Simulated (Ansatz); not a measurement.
One crystal and one scan (scan of one atom of the cell) at two levels, PBE (plane waves to 420 eV, PAW, scalar-relativistic; Ansatz, a quantum-chemistry and plane-wave program) and r2SCAN (plane waves to 500 eV, PAW, scalar-relativistic; Ansatz), each from its own relaxed cell and on its own mesh.

The crystal is Ge (diamond); one Ge atom of a 2-atom cell moves by s along Cartesian z, with its periodic images.

The energy includes the smearing's −TS. Ge was relaxed with its symmetry unable to fall. As the smearing reaches across the gap at some points, energies and forces of such displacements shift with the k mesh and the smearing. With partly filled bands, energies and forces of such displacements shift with the k mesh and the smearing.

| quantity | run 1 | run 2 |
|---|---|---|
| Lattice constant a (Å) | 5.762 | 5.674 |
| Band gap of the relaxed cell, no spin-orbit coupling (eV) | 0.00 | 0.36 |
| Force constant k = d²E/ds² at s = 0 (finite differences) (eV/Å²) | 10.01 | 11.50 |
| Zone-centre optical wavenumber from k (cm⁻¹) | 274 | 293 |

Task: Which run is which level?

Result: Run 1 is PBE, run 2 is r2SCAN. PBE gives the higher value for: lattice constant a. PBE gives the lower value for: band gap of the relaxed cell, no spin-orbit coupling; force constant k = d²E/ds² at s = 0; zone-centre optical wavenumber from k. Both give the same shape of the curve: a single well with its minimum at or next to zero displacement. Neither level is exact: the differences show how much the result hangs on the functional.

(A displaced cell: forces are minus the slopes of the energy, force constants its curvatures, and phonons follow from these.)
